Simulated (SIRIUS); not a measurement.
Set-up for a self-consistent single point of MoS₂ (R3m, 3 atoms in the cell; from Materials Project mp-1434).

```xyz
3
Lattice="1.5921 0.9192 6.4821 -1.5921 0.9192 6.4821 0.0000 -1.8385 6.4821" Properties=species:S:1:pos:R:3 pbc="T T T"
Mo     0.0000     0.0000    19.4420
S      0.0000     0.0000     8.0301
S      0.0000     0.0000     4.9258
```

Method: PBE, GBRV PBE ultrasoft pseudopotentials (plane waves; SIRIUS 7.12.0).

SIRIUS settings:

| key | value |
|---|---|
| parameters.ngridk | 6 6 6 |
| parameters.xc_functionals | [XC_GGA_X_PBE, XC_GGA_C_PBE] |
| parameters.gk_cutoff | 6.325 1/bohr |
| parameters.pw_cutoff | 14.143 1/bohr |
| parameters.smearing | fermi_dirac |
| parameters.smearing_width | 0.000367493 Ha |
| potentials | GBRV PBE ultrasoft pseudopotentials |
| parameters.electronic_structure_method | pseudopotential |
| parameters.num_bands | 17 |
| parameters.num_mag_dims | 0 |
| parameters.num_dft_iter | 100 |
| parameters.energy_tol | 1e-07 Ha |
| parameters.density_tol | 1e-06 |
| mixer.type | anderson |
| mixer.beta | 0.5 |
| mixer.use_hartree | false |

Results:

| Item | Result |
|---|---|
| Number of valence electrons | 26 |
| Number of bands | 17 |
| Number of k-points after the program's reduction | 32 |
| Number of plane waves (most at a k-point) | 1662 |
| Number of SCF iterations | 21 |
| FFT grid | 60 × 60 × 60 |
| Free energy E − TS | -2554.2111 eV |
| Gap on the k-point mesh | 1.08 eV |
| Pressure | 1.09 GPa |
| Largest force (vector length) | 0.146 eV/Å |

Forces (eV/Å):
```csv
atom,Fx,Fy,Fz
Mo1,0.000,0.000,-0.001
S2,0.000,0.000,0.146
S3,0.000,0.000,-0.145
```

Stress (GPa, positive for compression):
```
0.59  0.00  0.00
0.00  0.59  0.00
0.00  0.00  2.09
```

The gap is read on the k-point mesh of the run and can differ from the gap over the whole zone at this level.

For comparison: a first run (DFT, PBEsol, plane waves, GBRV PBEsol ultrasoft pseudopotentials) was changed to give this one (parameters.xc_functionals: [XC_GGA_X_PBE_SOL, XC_GGA_C_PBE_SOL] → [XC_GGA_X_PBE, XC_GGA_C_PBE]; pseudopotentials: GBRV PBEsol ultrasoft pseudopotentials → GBRV PBE ultrasoft pseudopotentials), and from it to this one the pressure goes from -3.38 to 1.09 GPa, the largest force hardly changes (0.150 to 0.146 eV/Å) and the gap on the mesh goes from 1.066 to 1.078 eV.

The structure comes from a collection of computed structures, made at another level of theory; the collection holds predicted forms beside known ones.

Cost on one core: roughly 50 core-seconds.
